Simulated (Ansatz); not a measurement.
Space group R-3c:H (No. 167). a = 5.647 Å, b = 5.647 Å, c = 15.708 Å, α = 90.00°, β = 90.00°, γ = 120.00°
```
atom site symmetry x y z
  Zr   18e        .2  0.6748  0.0000  0.2500
   N   12c        3.  0.6667  0.3333  0.1718
```

Equation of state of this Zr3N2 structure (not necessarily the ground state), with shape and atoms relaxed at each volume where symmetry leaves them free. It has no gap at any of these volumes. These are results of DFT r2SCAN, scalar-relativistic, plane waves, PAW in Ansatz, not measurements.

Settings: cutoff 500 eV, Γ-centred mesh 12×12×12 on the computed 10-atom cell, Gaussian smearing of 0.10 eV; no spin polarisation.

```json
{"V (Å³/atom)": "13.160", "E − E(largest V) (meV/atom)": "57.86", "P (GPa)": "23.49"}
{"V (Å³/atom)": "13.594", "E − E(largest V) (meV/atom)": "6.81", "P (GPa)": "14.45"}
{"V (Å³/atom)": "14.027", "E − E(largest V) (meV/atom)": "-21.53", "P (GPa)": "6.68"}
{"V (Å³/atom)": "14.461", "E − E(largest V) (meV/atom)": "-30.33", "P (GPa)": "0.00"}
{"V (Å³/atom)": "14.895", "E − E(largest V) (meV/atom)": "-22.37", "P (GPa)": "-5.73"}
{"V (Å³/atom)": "15.329", "E − E(largest V) (meV/atom)": "0.00", "P (GPa)": "-10.65"}
```

Q: Fit a third-order Birch–Murnaghan equation to E(V).

A: V0 = 14.46 Å³/atom, B0 = 206 GPa, B0' = 4.0.